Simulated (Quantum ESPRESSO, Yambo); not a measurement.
For CsNO3 (space group Pmmn, No. 59), Yambo gives the independent-particle static dielectric constant along x as 2.36 on PBEsol bands and 2.06 after a scissor of 3.81 eV widens every gap (4×4×4 mesh, 133 bands, 3 Ry local-field block, 0.2 eV broadening). Axes are Cartesian, with cell vectors (Å) (5.55, 0.00, 0.00), (0.00, 6.15, 0.00), (0.00, 0.00, 5.08).

### Question
A scissor keeps the position matrix elements. In a one-oscillator model, how does ε − 1 scale, and what mean transition energy do the two values imply?

### Answer
Each transition adds |r|²/E to ε − 1, so ε − 1 ∝ 1/(E0 + Δ). Then (2.06 − 1)/(2.36 − 1) = E0/(E0 + Δ) = 0.779, and E0 = Δ(ε' − 1)/(ε − ε') = 13.5 eV. The computed Im ε, weighted by 1/E up to 20 eV, has its mean at 12.8 eV; the smallest direct PBEsol gap is 3.09 eV. The scissor comes from a G0W0 run whose convergence isn't established. Convergence of the RPA response with its 4×4×4 mesh was not tested.

Bands from Quantum ESPRESSO.

Geometry of the Materials Project entry, not relaxed at this level; primitive cell a = 5.5504 Å, b = 6.1549 Å, c = 5.0793 Å, α = β = γ = 90.00°.

The structure is a Materials Project entry; no match was found in the copy of COD used, and its stability was not checked.
